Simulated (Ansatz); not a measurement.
# Wurtzite alloy of MgTe and CdTe (6 of 48 Mg sites exchanged), 96 atoms

Ansatz, PAW, plane waves. PBEsol relaxation of cell lengths and atoms (angles held) at the single k point (¼, ¼, ¼) without its symmetry partners; single points on the relaxed atoms at the single k point (¼, ¼, ¼) without its symmetry partners, onto which points of the small cell's zone fold. Arrangement: clustered. No spin–orbit coupling unless named.

Relaxed structure:

```yaml
crystal:
  lattice:
    - [13.68024, 0.00000, 0.00000]
    - [0.00000, 15.80901, 0.00000]
    - [0.00000, 0.00000, 14.86039]
  atoms:
    - { symbol: Mg, position: [0.16657, 0.08338, 0.24951] }
    - { symbol: Mg, position: [0.16677, 0.08349, 0.74944] }
    - { symbol: Mg, position: [0.00017, 0.33292, 0.24947] }
    - { symbol: Mg, position: [0.00013, 0.33339, 0.74917] }
    - { symbol: Mg, position: [0.50031, 0.08399, 0.24930] }
    - { symbol: Mg, position: [0.50017, 0.08365, 0.74976] }
    - { symbol: Mg, position: [0.33236, 0.33262, 0.24984] }
    - { symbol: Mg, position: [0.33308, 0.33307, 0.74925] }
    - { symbol: Mg, position: [0.16610, 0.58269, 0.25017] }
    - { symbol: Mg, position: [0.16658, 0.58317, 0.74956] }
    - { symbol: Mg, position: [0.00030, 0.83330, 0.24962] }
    - { symbol: Mg, position: [0.00031, 0.83356, 0.74954] }
    - { symbol: Mg, position: [0.83361, 0.08344, 0.24939] }
    - { symbol: Mg, position: [0.83342, 0.08383, 0.74926] }
    - { symbol: Mg, position: [0.66798, 0.33304, 0.24969] }
    - { symbol: Mg, position: [0.66710, 0.33332, 0.74884] }
    - { symbol: Mg, position: [0.33309, 0.83416, 0.25023] }
    - { symbol: Mg, position: [0.33380, 0.83334, 0.74938] }
    - { symbol: Mg, position: [0.83440, 0.58281, 0.25023] }
    - { symbol: Mg, position: [0.83403, 0.58364, 0.74906] }
    - { symbol: Mg, position: [0.66689, 0.83439, 0.24950] }
    - { symbol: Mg, position: [0.00032, 0.16670, 0.49936] }
    - { symbol: Mg, position: [0.00022, 0.16698, 0.99905] }
    - { symbol: Mg, position: [0.33359, 0.16654, 0.49948] }
    - { symbol: Mg, position: [0.33362, 0.16617, 0.99933] }
    - { symbol: Mg, position: [0.16667, 0.41631, 0.49984] }
    - { symbol: Mg, position: [0.16684, 0.41644, 0.99983] }
    - { symbol: Mg, position: [0.00038, 0.66695, 0.49961] }
    - { symbol: Mg, position: [0.00024, 0.66719, 0.00008] }
    - { symbol: Mg, position: [0.66698, 0.16649, 0.49933] }
    - { symbol: Mg, position: [0.66701, 0.16625, 0.99941] }
    - { symbol: Mg, position: [0.50036, 0.41572, 0.49905] }
    - { symbol: Mg, position: [0.33272, 0.66700, 0.49939] }
    - { symbol: Mg, position: [0.16655, 0.91690, 0.49987] }
    - { symbol: Mg, position: [0.16640, 0.91686, 0.99949] }
    - { symbol: Mg, position: [0.83399, 0.41635, 0.49950] }
    - { symbol: Mg, position: [0.83361, 0.41651, 0.99950] }
    - { symbol: Mg, position: [0.66767, 0.66739, 0.49843] }
    - { symbol: Mg, position: [0.50018, 0.91708, 0.49871] }
    - { symbol: Mg, position: [0.49971, 0.91679, 0.00046] }
    - { symbol: Mg, position: [0.83364, 0.91675, 0.49872] }
    - { symbol: Mg, position: [0.83452, 0.91702, 0.99972] }
    - { symbol: Cd, position: [0.50029, 0.58320, 0.25185] }
    - { symbol: Cd, position: [0.50017, 0.58336, 0.74868] }
    - { symbol: Cd, position: [0.66697, 0.83425, 0.75005] }
    - { symbol: Cd, position: [0.50037, 0.41521, 0.00065] }
    - { symbol: Cd, position: [0.33270, 0.66713, 0.00082] }
    - { symbol: Cd, position: [0.66800, 0.66617, 0.00069] }
    - { symbol: Te, position: [0.00009, 0.16668, 0.18732] }
    - { symbol: Te, position: [0.00024, 0.16686, 0.68733] }
    - { symbol: Te, position: [0.33327, 0.16645, 0.18741] }
    - { symbol: Te, position: [0.33349, 0.16653, 0.68744] }
    - { symbol: Te, position: [0.16652, 0.41653, 0.18780] }
    - { symbol: Te, position: [0.16669, 0.41672, 0.68768] }
    - { symbol: Te, position: [0.00028, 0.66681, 0.18797] }
    - { symbol: Te, position: [0.00049, 0.66717, 0.68753] }
    - { symbol: Te, position: [0.66719, 0.16669, 0.18740] }
    - { symbol: Te, position: [0.66670, 0.16669, 0.68733] }
    - { symbol: Te, position: [0.49999, 0.41523, 0.18990] }
    - { symbol: Te, position: [0.50008, 0.41518, 0.68683] }
    - { symbol: Te, position: [0.33236, 0.66729, 0.18999] }
    - { symbol: Te, position: [0.33198, 0.66728, 0.68718] }
    - { symbol: Te, position: [0.16659, 0.91686, 0.18757] }
    - { symbol: Te, position: [0.16696, 0.91692, 0.68780] }
    - { symbol: Te, position: [0.83395, 0.41669, 0.18754] }
    - { symbol: Te, position: [0.83361, 0.41693, 0.68743] }
    - { symbol: Te, position: [0.66823, 0.66737, 0.19001] }
    - { symbol: Te, position: [0.66833, 0.66693, 0.68635] }
    - { symbol: Te, position: [0.49987, 0.91713, 0.18836] }
    - { symbol: Te, position: [0.49915, 0.91776, 0.68669] }
    - { symbol: Te, position: [0.83396, 0.91681, 0.18769] }
    - { symbol: Te, position: [0.83504, 0.91779, 0.68666] }
    - { symbol: Te, position: [0.16677, 0.08326, 0.43763] }
    - { symbol: Te, position: [0.16664, 0.08337, 0.93744] }
    - { symbol: Te, position: [0.00031, 0.33300, 0.43752] }
    - { symbol: Te, position: [0.00022, 0.33337, 0.93723] }
    - { symbol: Te, position: [0.50029, 0.08369, 0.43724] }
    - { symbol: Te, position: [0.50036, 0.08306, 0.93775] }
    - { symbol: Te, position: [0.33312, 0.33305, 0.43776] }
    - { symbol: Te, position: [0.33213, 0.33231, 0.93709] }
    - { symbol: Te, position: [0.16645, 0.58283, 0.43803] }
    - { symbol: Te, position: [0.16546, 0.58261, 0.93745] }
    - { symbol: Te, position: [0.00024, 0.83335, 0.43759] }
    - { symbol: Te, position: [0.00021, 0.83324, 0.93756] }
    - { symbol: Te, position: [0.83366, 0.08344, 0.43741] }
    - { symbol: Te, position: [0.83373, 0.08334, 0.93731] }
    - { symbol: Te, position: [0.66745, 0.33307, 0.43759] }
    - { symbol: Te, position: [0.66826, 0.33228, 0.93672] }
    - { symbol: Te, position: [0.50012, 0.58313, 0.44116] }
    - { symbol: Te, position: [0.50009, 0.58286, 0.93814] }
    - { symbol: Te, position: [0.33310, 0.83358, 0.43810] }
    - { symbol: Te, position: [0.33342, 0.83464, 0.93725] }
    - { symbol: Te, position: [0.83412, 0.58297, 0.43802] }
    - { symbol: Te, position: [0.83529, 0.58252, 0.93698] }
    - { symbol: Te, position: [0.66679, 0.83393, 0.43735] }
    - { symbol: Te, position: [0.66689, 0.83447, 0.93937] }
```

**Question.** What are the mean bond lengths by pair (pairs within 1.2 times the sum of covalent radii, less contacts 15 % beyond the pair's median; cation–cation pairs of compounds aside; long ionic contacts are cut short by that bound)?

**Answer.** Cd–Te 2.811 ± 0.002 Å (standard deviation, 24 bonds); Mg–Te 2.788 ± 0.003 Å (standard deviation, 168 bonds).

**Question.** What gap lies between the top filled and the lowest empty level in the single points?

**Answer.** HSE06 3.67 eV (3.7 min on NVIDIA GB300). Away from Γ this isn't the crystal's band gap.
